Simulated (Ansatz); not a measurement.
AlO₂ (Cmcm), clamped-ion strain scan

Level of theory: DFT PBE+D3(BJ), scalar-relativistic, plane waves, PAW in Ansatz. The runs took a 420 eV cutoff, a Γ-centred 16×16×14 mesh and Gaussian smearing (0.15 eV). Collinear spins, started from moments 0.0, 0.0, 0.0, 0.0, 0.8, 0.8 μB in atom order; the magnetic state may not be the lowest. Energies are free energies at this smearing, counted from the undisturbed cell; pressure is positive in compression.

The undisturbed cell (relaxed at this level; it needn't be the usual structure):

```
CELL_PARAMETERS angstrom
1.47821 -5.30621 0.00000
1.47821 5.30621 0.00000
0.00000 0.00000 3.63534
ATOMIC_POSITIONS crystal
Al 0.33237 0.66763 0.25000
Al 0.66763 0.33237 0.75000
O 0.70479 0.29521 0.25000
O 0.29521 0.70479 0.75000
O 0.94094 0.05906 0.25000
O 0.05906 0.94094 0.75000
```

The cell is strained by ε times the Voigt pattern (1, 1, 0, 0, 0, 0) (xx, yy, zz, yz, xz, xy; engineering shear) with fractional coordinates fixed. The cell is metallic on the mesh throughout.

| ε | ΔE (meV/atom) | stress summed along the pattern (GPa, tension positive) | moment (μB/cell) |
| --- | --- | --- | --- |
| -0.0200 | 10.8 | -19.30 | 1.81 |
| -0.0100 | 2.6 | -9.03 | 1.83 |
| 0.0000 | 0.0 | 0.09 | 1.84 |
| 0.0050 | 0.6 | 4.26 | 1.85 |
| 0.0150 | 5.5 | 11.87 | 1.87 |